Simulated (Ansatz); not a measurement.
## Two-dimensional strain map in CdF2

The calculation used DFT r2SCAN, scalar-relativistic, plane waves, PAW (Ansatz). Settings: plane waves to 500 eV, k-mesh 8×8×8 (Γ-centred), Gaussian smearing 0.05 eV. No spin polarisation. Energies are free energies at this smearing, counted from the undisturbed cell; pressure is positive in compression.

The undisturbed cell (as given, not relaxed at this level; it stands at 0.0 GPa):

```xyz
3
Lattice="0.0000 2.6940 2.6940 2.6940 0.0000 2.6940 2.6940 2.6940 0.0000" Properties=species:S:1:pos:R:3 pbc="T T T"
Cd    0.0000    0.0000    0.0000
F     1.3470    1.3470    1.3470
F     4.0410    4.0410    4.0410
```

The cell is strained by p along both x and y and by q along z, fractional coordinates fixed. Points are written (p, q).

Energy above the undisturbed cell in meV/atom (a dash: not computed):

| p \ q | -0.030 | -0.015 | 0.000 | 0.015 | 0.030 |
| --- | --- | --- | --- | --- | --- |
| -0.030 | 42.0 | 29.4 | 21.1 | 16.6 | 15.9 |
| 0.000 | 7.4 | – | 0.0 | – | 6.6 |
| 0.030 | 15.2 | – | 17.9 | – | 33.1 |

Pressure in GPa:

```
 p \ q  -0.030  -0.015  0.000  0.015  0.030
-0.030    12.9    10.3    8.0    5.8    3.8
 0.000     3.7       –    0.0      –   -3.1
 0.030    -3.0       –   -5.8      –   -8.1
```

Gap on the k-mesh in eV:

```csv
p \ q,-0.030,-0.015,0.000,0.015,0.030
-0.030,4.13,4.06,3.99,3.90,3.81
0.000,3.87,–,3.79,–,3.65
0.030,3.56,–,3.54,–,3.47
```